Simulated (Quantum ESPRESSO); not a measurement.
Y2In3Sc2Hf, one composition in several site orders

Computed values, not a measurement. The program is pw.x of Quantum ESPRESSO 7.5 (plane-wave density functional theory). The cell is made up: eight metal atoms on a hexagonal close-packed lattice, with elements, volume, strain and displacements drawn at random and not relaxed, so it may be unstable or far from any real phase. PseudoDojo standard norm-conserving files set the functional (PBE unless stated); there is no spin polarisation or spin-orbit coupling, the Fermi-Dirac width of 0.25 eV means electrons at about 2900 K, and the masses in the input are unused placeholders. Heavy elements are run without spin-orbit coupling, which real alloys of them have. A spin test at this wide smearing found no moment, but such smearing suppresses magnetism that the real alloy may have.

The runs put one composition on the sites in different orders. Cell, positions, cutoff, mesh and smearing stay as in the input of run 1; sites are counted in its order. Stress in the tables is positive in tension.

Input of run 1:

```
&control calculation='scf', pseudo_dir='./dojo.nc.sr.pbe.v0_5.standard.upf', outdir='./o', disk_io='minimal', tprnfor=.true., tstress=.true. /
&system ibrav=0, nat=8, ntyp=4, nbnd=62, ecutwfc=77.98206166, nosym=.true., tot_charge=0,
 occupations='smearing', smearing='fd', degauss=0.0183746611
/
&electrons conv_thr=1.470e-08, electron_maxstep=70, mixing_beta=0.5 /
ATOMIC_SPECIES
Hf 1.0 Hf.upf
In 1.0 In.upf
Sc 1.0 Sc.upf
Y 1.0 Y.upf
CELL_PARAMETERS angstrom
3.2799 -0.0082 0.0142
-0.0143 5.8221 0.0053
0.0471 0.0101 10.9156
ATOMIC_POSITIONS angstrom
Y -0.0262 -0.1276 -0.0423
In -0.0697 0.0069 5.4614
Sc -0.1638 1.9819 2.6118
Hf -0.0202 1.8639 8.2767
In 1.5102 2.925 -0.0904
In 1.6821 2.8728 5.491
Sc 1.6211 4.7922 2.5097
Y 1.5773 4.7714 8.0968
K_POINTS automatic
7 4 2 1 1 1
```

```
run  elements on sites 1 to 8  free energy less that of run 1 (eV)  -TS (eV)  pressure (GPa)  stress xx (GPa)  stress yy (GPa)  stress zz (GPa)  stress yz (GPa)  stress xz (GPa)  stress xy (GPa)  iterations
  1     Y In Sc Hf In In Sc Y                                0.000    -1.798           -0.24            -1.87             0.13             2.46             0.18             0.34             0.23          18
  2     Y In In Sc Hf Sc Y In                               -0.264    -1.710           -0.80            -0.94             2.67             0.66             1.22            -0.05             0.06          18
  3     Y Sc In Y In Hf Sc In                               -0.471    -1.768           -1.11            -0.80             3.23             0.90             0.61            -0.04             0.05          16
  4     Sc Y In Y Sc In In Hf                               -0.054    -1.728            0.29            -2.38            -0.66             2.19             0.11            -0.08            -0.01          18
  5     Hf In Y Sc In Sc In Y                               -0.461    -1.716           -1.17            -0.68             2.89             1.31            -0.42             0.35             0.48          17
  6     In Y Sc In Sc In Hf Y                               -0.501    -1.789           -1.09            -0.59             3.20             0.67             1.13             0.09             0.00          16
```

Forces Fx Fy Fz (eV/Å):

| site | run 1 | run 2 | run 3 | run 4 | run 5 | run 6 |
| --- | --- | --- | --- | --- | --- | --- |
| 1 | -0.08 0.56 -0.01 | -0.10 0.84 -1.40 | -0.09 0.28 -0.33 | -0.11 0.22 -0.20 | -0.06 0.28 -0.21 | -0.10 0.36 0.24 |
| 2 | 0.06 0.17 -0.59 | 0.09 0.13 -0.11 | 0.17 -0.13 -0.08 | 0.19 -0.40 -0.76 | 0.11 0.38 -0.22 | 0.21 -0.15 -1.19 |
| 3 | 0.21 -0.18 0.16 | 0.23 -0.30 0.00 | 0.13 -0.51 0.59 | 0.02 -0.25 -0.07 | 0.29 -0.29 0.00 | 0.23 -0.21 0.33 |
| 4 | -0.07 0.11 -0.33 | -0.07 0.37 -0.25 | -0.04 0.35 -0.83 | -0.10 -0.04 -0.55 | -0.06 -0.06 0.15 | -0.05 -0.24 0.02 |
| 5 | 0.12 -0.42 0.20 | 0.14 -0.63 0.12 | 0.14 -0.17 0.40 | 0.14 -0.01 0.44 | 0.05 -0.35 -0.23 | 0.05 -0.33 0.27 |
| 6 | -0.08 -0.19 -0.32 | -0.14 -0.08 -0.35 | -0.22 0.19 -0.60 | -0.13 0.32 -0.12 | -0.20 -0.18 -0.12 | -0.15 0.39 -0.66 |
| 7 | -0.22 -0.02 1.23 | -0.20 0.10 1.75 | -0.17 0.08 1.22 | -0.06 0.21 0.37 | -0.20 0.02 0.46 | -0.22 0.09 0.12 |
| 8 | 0.06 -0.03 -0.33 | 0.05 -0.44 0.23 | 0.07 -0.09 -0.36 | 0.06 -0.05 0.89 | 0.06 0.20 0.18 | 0.03 0.09 0.87 |

The sites are displaced and not relaxed, so the energy differences mix bonding between neighbours with strain and are not ordering energies. A rerun of one cell of this series at a higher cutoff and on a denser mesh moved values by no more than 0.025 eV in energy, 0.30 GPa in stress and 0.015 eV/Å in force, and a second program with other atomic files agreed on that cell to 2 % rms in force and 0.5 GPa in pressure.